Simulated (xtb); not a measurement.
xtb single point, GFN2-xTB, ALPB implicit acetonitrile, on bisulfate, HSO4 (SMILES O=S(=O)([O-])O), charge -1, multiplicity 1.

```
xtb m.xyz --gfn 2 --chrg -1 --uhf 0 --norestart --sp --alpb acetonitrile

6

O     -0.971160     0.760359    -0.124182
S      0.469594    -0.073967    -0.043146
O      0.356816    -0.802800     1.212958
O      1.499736     0.939991    -0.074006
O      0.421990    -0.939991    -1.212958
H     -1.499736    -0.026628    -0.050812
```

The program's output:

```

          ...................................................
          :                      SETUP                      :
          :.................................................:
          :  # basis functions                  27          :
          :  # atomic orbitals                  26          :
          :  # shells                           12          :
          :  # electrons                        32          :
          :  max. iterations                   250          :
          :  Hamiltonian                  GFN2-xTB          :
          :  restarted?                      false          :
          :  GBSA solvation                   true          :
          :  PC potential                    false          :
          :  electronic temp.          300.0000000     K    :
          :  accuracy                    1.0000000          :
          :  -> integral cutoff          0.2500000E+02      :
          :  -> integral neglect         0.1000000E-07      :
          :  -> SCF convergence          0.1000000E-05 Eh   :
          :  -> wf. convergence          0.1000000E-03 e    :
          :  Broyden damping             0.4000000          :
          :  net charge                         -1          :
          :  unpaired electrons                  0          :
          ...................................................

 iter      E             dE          RMSdq      gap      omega  full diag
   1    -20.4542502 -0.204543E+02  0.993E+00    9.61       0.0  T
   2    -20.4640510 -0.980082E-02  0.577E+00    9.13       1.0  T
   3    -20.4692244 -0.517335E-02  0.105E+00    8.66       1.0  T
   4    -20.4700559 -0.831490E-03  0.497E-01    8.67       1.0  T
   5    -20.4703202 -0.264284E-03  0.215E-01    8.68       1.0  T
   6    -20.4703524 -0.322542E-04  0.148E-01    8.67       1.0  T
   7    -20.4703834 -0.309944E-04  0.126E-02    8.65       3.2  T
   8    -20.4703834 -0.175470E-07  0.800E-03    8.65       5.1  T
   9    -20.4703835 -0.825450E-07  0.939E-04    8.65      43.5  T
  10    -20.4703835 -0.652918E-09  0.244E-04    8.65     167.5  T

   *** convergence criteria satisfied after 10 iterations ***

         #    Occupation            Energy/Eh            Energy/eV
      -------------------------------------------------------------
         1        2.0000           -0.7332405             -19.9525
       ...           ...                  ...                  ...
        10        2.0000           -0.4557406             -12.4013
        11        2.0000           -0.4215459             -11.4708
        12        2.0000           -0.4153432             -11.3021
        13        2.0000           -0.4149456             -11.2912
        14        2.0000           -0.4046237             -11.0104
        15        2.0000           -0.4014344             -10.9236
        16        2.0000           -0.3912260             -10.6458 (HOMO)
        17                         -0.0732464              -1.9931 (LUMO)
        18                         -0.0103881              -0.2827
        19                          0.0736964               2.0054
        20                          0.0774982               2.1088
        21                          0.1796344               4.8881
       ...                                ...                  ...
        26                          1.2455626              33.8935
      -------------------------------------------------------------
                  HL-Gap            0.3179796 Eh            8.6527 eV
             Fermi-level           -0.2322362 Eh           -6.3195 eV


         :::::::::::::::::::::::::::::::::::::::::::::::::::::
         ::                     SUMMARY                     ::
         :::::::::::::::::::::::::::::::::::::::::::::::::::::
         :: total energy             -20.389681568836 Eh    ::
         :: total w/o Gsasa/hb       -20.381235823929 Eh    ::
         :: gradient norm              0.018653438190 Eh/a0 ::
         :: HOMO-LUMO gap              8.652665485477 eV    ::
         ::.................................................::
         :: SCC energy               -20.470383201854 Eh    ::
         :: -> isotropic ES            0.231048283538 Eh    ::
         :: -> anisotropic ES         -0.020528772857 Eh    ::
         :: -> anisotropic XC         -0.007262842945 Eh    ::
         :: -> dispersion             -0.004326294332 Eh    ::
         :: -> Gsolv                  -0.095860348677 Eh    ::
         ::    -> Gelec               -0.087414603770 Eh    ::
         ::    -> Gsasa               -0.011262869061 Eh    ::
         ::    -> Ghb                 -0.002381530597 Eh    ::
         ::    -> Gshift               0.005198654751 Eh    ::
         :: repulsion energy           0.080701633019 Eh    ::
         :: add. restraining           0.000000000000 Eh    ::
         :: total charge              -1.000000000000 e     ::
         :::::::::::::::::::::::::::::::::::::::::::::::::::::

[... lines cut ...]
        11        2.0000           -0.4215459             -11.4708
        12        2.0000           -0.4153432             -11.3021
        13        2.0000           -0.4149456             -11.2912
        14        2.0000           -0.4046237             -11.0104
        15        2.0000           -0.4014344             -10.9236
        16        2.0000           -0.3912260             -10.6458 (HOMO)
        17                         -0.0732464              -1.9931 (LUMO)
        18                         -0.0103881              -0.2827
        19                          0.0736964               2.0054
        20                          0.0774982               2.1088
        21                          0.1796344               4.8881
        22                          0.2616159               7.1189
        23                          0.2758080               7.5051
        24                          0.7843876              21.3443
        25                          1.2144889              33.0479
        26                          1.2455626              33.8935
      -------------------------------------------------------------
                  HL-Gap            0.3179796 Eh            8.6527 eV
             Fermi-level           -0.2322362 Eh           -6.3195 eV

     #   Z          covCN         q      C6AA      α(0)
     1   8 O        1.661    -0.619    25.617     6.833
     2  16 S        3.562     1.415    95.538    16.451
     3   8 O        0.860    -0.723    29.346     7.263
     4   8 O        0.860    -0.698    28.653     7.177
     5   8 O        0.860    -0.722    29.317     7.259
     6   1 H        0.934     0.347     0.584     1.195

 Mol. C6AA /au·bohr⁶  :        998.077634
 Mol. C8AA /au·bohr⁸  :      27353.641782
 Mol. α(0) /au        :         46.178118

Wiberg/Mayer (AO) data.
largest (>0.10) Wiberg bond orders for each atom

 ---------------------------------------------------------------------------
     #   Z sym  total        # sym  WBO       # sym  WBO       # sym  WBO
 ---------------------------------------------------------------------------
     1   8 O    1.925 --     6 H    0.864     2 S    0.834
     2  16 S    5.085 --     4 O    1.442     5 O    1.400     3 O    1.398
                             1 O    0.834
     3   8 O    1.713 --     2 S    1.398     4 O    0.117     5 O    0.117
     4   8 O    1.749 --     2 S    1.442     5 O    0.118     3 O    0.117
     5   8 O    1.714 --     2 S    1.400     4 O    0.118     3 O    0.117
     6   1 H    0.880 --     1 O    0.864
 ---------------------------------------------------------------------------


molecular dipole:
                 x           y           z       tot (Debye)
 q only:       -1.633       0.035       0.092
   full:       -1.784       0.015       0.094       4.542
molecular quadrupole (traceless):
                xx          xy          yy          xz          yz          zz
 q only:        2.934      -0.367      -1.292       0.306      -0.038      -1.642
  q+dip:        3.175      -0.248      -1.440       0.323      -0.033      -1.736
   full:        3.599      -0.291      -1.516       0.328      -0.062      -2.082

           -------------------------------------------------
          | TOTAL ENERGY              -20.389681568836 Eh   |
          | GRADIENT NORM               0.018653438190 Eh/α |
          | HOMO-LUMO GAP               8.652665485477 eV   |
           -------------------------------------------------
```

The total energy is -554.83 eV, -2.59 eV from the same level's vacuum run.
